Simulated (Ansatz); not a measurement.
# BaTiO$_{3}$: input and output

input.yaml (Ansatz 0.2.0)

```yaml
crystal:
  lattice:
    - [3.95498631, 3.95498631, 0.0]
    - [3.95498631, -3.95498631, 0.0]
    - [0.0, 0.0, 3.9729824]
  atoms:
    - { symbol: Ba, position: [0.0, 0.0, 0.0] }
    - { symbol: Ba, position: [0.5, 0.5, 0.0] }
    - { symbol: Ti, position: [0.0, 0.5, 0.482] }
    - { symbol: Ti, position: [0.5, 0.0, 0.482] }
    - { symbol: O, position: [0.0, 0.5, 0.016] }
    - { symbol: O, position: [0.5, 0.0, 0.016] }
    - { symbol: O, position: [0.25, 0.25, 0.515] }
    - { symbol: O, position: [0.75, 0.75, 0.515] }
    - { symbol: O, position: [0.25, 0.75, 0.515] }
    - { symbol: O, position: [0.75, 0.25, 0.515] }
kpoints:
  mp_grid: { grid: [4, 4, 6], shift: [0, 0, 0] }
  band_path:
    path:
      - [0.0, 0.0, 0.0]
      - [0.5, -0.5, 0.0]
      - [1.0, 0.0, 0.0]
      - [0.0, 0.0, 0.0]
      - [0.0, 0.0, 0.5]
      - [0.5, -0.5, 0.5]
      - [1.0, 0.0, 0.5]
      - [0.0, 0.0, 0.5]
      - [0.5, -0.5, 0.0]
      - [0.5, -0.5, 0.5]
      - [1.0, 0.0, 0.0]
    npoints: 6
magnetization:
  spin_polarized: true
scf:
  occupations: { method: fermi_dirac }
  lower_state_search: "off"
  max_iter: 200
hamiltonian:
  pseudopotentials: { kind: paw }
  xc: r2scan
basis:
  ecutwfc: 500
  fft_grid_basis: typed
output:
  forces: true
  stress: true
  eigenvalues: true
  bader: true
  populations: true
  elf: true
  write_potential: true
  volumetric_format: npy
  dos:
    e_range: [-12, 8]
    de: 0.05
    projected: { site_lists: { Ba: [Ba], O: [O], Ti: [Ti] } }
checkpoint:
  read: saved_state
```

The saved state is an earlier solution for the same cell, perhaps on another mesh. The state carries no moments; the state need not be the lowest.

Excerpt of what it printed:

```
SCF iter   1: F=-20367.5427 eV  Δρ=1.80e-3  dr2=1.91e-3  dr2_τ=1.34e-3  dr2_m=0.00e0  M=0.000 μB ∫|m|=0.000 μB
SCF iter   2: F=-20367.5439 eV  Δρ=1.28e-3  dr2=6.13e-4  dr2_τ=3.66e-4  dr2_m=0.00e0  M=0.000 μB ∫|m|=0.000 μB
SCF iter   3: F=-20367.5441 eV  Δρ=6.73e-4  dr2=1.84e-4  dr2_τ=9.88e-5  dr2_m=0.00e0  M=0.000 μB ∫|m|=0.000 μB
SCF iter   4: F=-20367.5442 eV  Δρ=3.27e-5  dr2=3.53e-6  dr2_τ=2.41e-7  dr2_m=0.00e0  M=0.000 μB ∫|m|=0.000 μB
SCF iter   5: F=-20367.5442 eV  Δρ=1.51e-5  dr2=5.58e-7  dr2_τ=3.21e-8  dr2_m=0.00e0  M=0.000 μB ∫|m|=0.000 μB
SCF iter   6: F=-20367.5442 eV  Δρ=5.10e-6  dr2=1.32e-7  dr2_τ=4.27e-9  dr2_m=0.00e0  M=0.000 μB ∫|m|=0.000 μB
SCF iter   7: F=-20367.5442 eV  Δρ=2.10e-6  dr2=2.42e-8  dr2_τ=5.96e-10  dr2_m=0.00e0  M=0.000 μB ∫|m|=0.000 μB
Magnetization: 0.0000 μB (40.0000 up, 40.0000 down)
Absolute magnetization: 0.0000 μB (∫|ρ↑−ρ↓|)
Spin contamination: 0.0000 ħ² per cell (⟨S²⟩ above its minimum at these occupations)
Per-site moments (μB) at R_I (Å): [(0.0, 1.1389), (0.0, 1.1389), (0.0, 0.7637), (0.0, 0.7637), (0.0, 0.7637), (0.0, 0.7637), (0.0, 0.8175), (0.0, 0.8175), (0.0, 0.8175), (0.0, 0.8175)]
Free energy (F): -20367.5442 eV
Harris-Foulkes:  -20367.5442 eV  (|F-HF|=1.45e-8)
Internal energy: -20367.5442 eV  (E = F + TS)
E sigma→0 (E₀):  -20367.5442 eV
Entropy (-TS):    0.0000 eV (-0.000 meV/atom)
Fermi energy:    11.6827 eV
--- Per-component energies (eV) ---
  E_band       = -310.1542
  E_kinetic    = 1955.7295
  E_local      = -4121.3927  (includes V_loc(G=0)·N_el)
  E_nonlocal   = 399.6460
  E_hartree    = 1618.5841
  E_xc         = -952.9109
  E_vxc        = -1211.4845  (∫ρ·V_xc dr)
  E_paw        = -13571.1219  (= ΣΔE_a)
  E_vpaw       = -643.2371  (= ΣTr[D̂ρ^β])
  E_aug_tail   = 0.0066  (compensation charges beyond the density's cutoff)
  E_vtau       = 73.4142  (kinetic-family band-sum trace: ∫τ·v_τ [+ j·A + Jᵃ·Aᵃ] dr)
  E_ewald      = -5695.5271
  E_core_change = -0.5577  (= ΣΔE_core)
  E_smearing   =  0.0000  (= −TS)
--- Forces (eV/Å), atoms counted from 1 ---
  atom   1  Ba     0.0000     0.0000    -0.0717
  atom   2  Ba     0.0000     0.0000    -0.0717
  atom   3  Ti     0.0000     0.0000     0.2255
  atom   4  Ti     0.0000     0.0000     0.2255
  atom   5  O      0.0000     0.0000     0.1869
  atom   6  O      0.0000     0.0000     0.1869
  atom   7  O      0.0000     0.0000    -0.1704
  atom   8  O      0.0000     0.0000    -0.1704
  atom   9  O      0.0000     0.0000    -0.1704
  atom  10  O      0.0000     0.0000    -0.1704
--- Stress (GPa, compression-positive) ---
        5.3103       0.0000       0.0000
        0.0000       5.3103       0.0000
        0.0000       0.0000       7.0097
  P = ⅓ Tr σ = 5.8768 GPa (58.768 kbar)
--- Bader charges: 10 sites ---
  site symbol  charge [e]  shift [e]    m [muB]
     0     Ba      1.5673     0.0000     0.0000
     1     Ba      1.5673     0.0000     0.0000
     2     Ti      2.3090     0.0034     0.0000
     3     Ti      2.3090     0.0034     0.0000
     4      O     -1.2754     0.0016     0.0000
     5      O     -1.2754     0.0016     0.0000
     6      O     -1.3004     0.0009     0.0000
     7      O     -1.3004     0.0009     0.0000
     8      O     -1.3005     0.0009     0.0000
     9      O     -1.3004     0.0009     0.0000
```

Origin: a database entry at a rescaled volume. Caveats: the input typed no starting moments.
